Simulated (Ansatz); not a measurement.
Starting cell, SrO (rock salt):

```xyz
2
Lattice="0.0000 2.5975 2.5975 2.5975 0.0000 2.5975 2.5975 2.5975 0.0000" Properties=species:S:1:pos:R:3 pbc="T T T"
O      0.0000     0.0000     0.0000
Sr     2.5975     2.5975     2.5975
```

In each cell atom 2 (Sr, nearest neighbour O at 2.598 Å; its periodic images, 3.7 Å or more away, move with it) moves by s·(0.577, 0.577, 0.577) (along Cartesian [111]), the rest being held.

Calculation: PBE (plane waves to 420 eV, PAW, scalar-relativistic; Ansatz, an electronic-structure program). k mesh 9×9×9 (Γ-centred), Fermi-Dirac smearing 0.05 eV. The energy includes the smearing's −TS. Compression counts positive. F∥ is the force on the atom along that direction. SrO was relaxed with its symmetry unable to fall. The zero of ΔE is the undisplaced structure.

```json
[
 {"s (Å)": "-0.780", "ΔE (meV/cell)": "666", "P (GPa)": "13.7", "F∥ (eV/Å)": "1.764"},
 {"s (Å)": "-0.624", "ΔE (meV/cell)": "415", "P (GPa)": "9.0", "F∥ (eV/Å)": "1.437"},
 {"s (Å)": "-0.468", "ΔE (meV/cell)": "222", "P (GPa)": "5.1", "F∥ (eV/Å)": "1.030"},
 {"s (Å)": "-0.312", "ΔE (meV/cell)": "93", "P (GPa)": "2.3", "F∥ (eV/Å)": "0.631"},
 {"s (Å)": "-0.156", "ΔE (meV/cell)": "22", "P (GPa)": "0.6", "F∥ (eV/Å)": "0.289"},
 {"s (Å)": "0.000", "ΔE (meV/cell)": "0", "P (GPa)": "0.0", "F∥ (eV/Å)": "0.000"},
 {"s (Å)": "0.156", "ΔE (meV/cell)": "22", "P (GPa)": "0.6", "F∥ (eV/Å)": "-0.289"},
 {"s (Å)": "0.312", "ΔE (meV/cell)": "93", "P (GPa)": "2.3", "F∥ (eV/Å)": "-0.631"},
 {"s (Å)": "0.468", "ΔE (meV/cell)": "222", "P (GPa)": "5.1", "F∥ (eV/Å)": "-1.030"},
 {"s (Å)": "0.624", "ΔE (meV/cell)": "415", "P (GPa)": "9.0", "F∥ (eV/Å)": "-1.437"},
 {"s (Å)": "0.780", "ΔE (meV/cell)": "666", "P (GPa)": "13.7", "F∥ (eV/Å)": "-1.764"}
]
```

Read from the data:

The energy at s = 0.780 Å comes out as 666 meV/cell. The force along the line at s = -0.780 Å is 1.76 eV/Å. The force constant k = d²E/ds² at s = 0 (finite differences) comes out as 1.80 eV/Å² and the zone-centre optical wavenumber from k (transverse: no LO-TO term) is 190 cm⁻¹. Symmetry of the curve: even: the same for both signs. Shape of the curve: a single well with its minimum at or next to zero displacement. Harmonic estimate at the end of the scan: ½ks² = 547 meV/cell against the computed 666 meV/cell, so the well is stiffer than harmonic there.

(A displaced cell: forces are minus the slopes of the energy, force constants its curvatures, and phonons follow from these.)
